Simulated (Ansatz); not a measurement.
Total density of states per atom from r²SCAN (plane waves, PAW; program Ansatz), in 0.25 eV bins, energy from the Fermi level:

(E (eV), states/eV/atom): (-7.85, 0.29); (-7.60, 0.22); (-7.35, 0.18); (-7.10, 0.14); (-6.85, 0.08); (-6.60, 0.06); (-6.35, 0.09); (-6.10, 0.15); (-5.85, 0.22); (-5.60, 0.41); (-5.35, 0.40); (-5.10, 0.36); (-4.85, 0.31); (-4.60, 0.35); (-4.35, 0.35); (-4.10, 0.34); (-3.85, 0.27); (-3.60, 0.39); (-3.35, 0.37); (-3.10, 0.44); (-2.85, 0.48); (-2.60, 0.50); (-2.35, 0.67); (-2.10, 0.73); (-1.85, 0.99); (-1.60, 1.08); (-1.35, 0.82); (-1.10, 0.58); (-0.85, 0.51); (-0.60, 0.42); (-0.35, 0.41); (-0.10, 0.49); (0.15, 0.46); (0.40, 0.42); (0.65, 0.21); (0.90, 0.66); (1.15, 0.92); (1.40, 0.82); (1.65, 1.05); (1.90, 1.10); (2.15, 0.83); (2.40, 0.56); (2.65, 0.68); (2.90, 0.66); (3.15, 0.65); (3.40, 0.65); (3.65, 0.57); (3.90, 0.47); (4.15, 0.50); (4.40, 0.48); (4.65, 0.50)

### Question
Pick the material that matches.
A) VPt, L1₀ or tetragonal B2
B) V5Si3, P6_3/mcm (V on 6g, V on 4d, Si on 6g)
C) MnV, CsCl type
D) VGe2, P6_222 (V on 3c, Ge on 6i)

### Answer
D, VGe2, P6_222 (V on 3c, Ge on 6i). Within 0.5 eV of the Fermi level: V 3d 84 %, Ge 4p 12 %. Projections are on Löwdin-orthogonalised atomic valence shells; empty p or d shells of many metals are not among them.

The first step of the workflow began from a Materials Project structure, measured or hypothetical; the Crystallography Open Database copy checked does not list it. Whether it is the stable phase at ambient conditions was not checked. The r²SCAN relaxation kept the symmetry of its start; its stability against distortions is not shown here. The final state is ferromagnetic, the only order run, not a proven ground state. Other orbital occupations within this spin state were not tried. Scalar-relativistic: spin–orbit coupling is off unless named, which matters more the heavier the elements.

Potentials: the later of the program's two PAW sets.
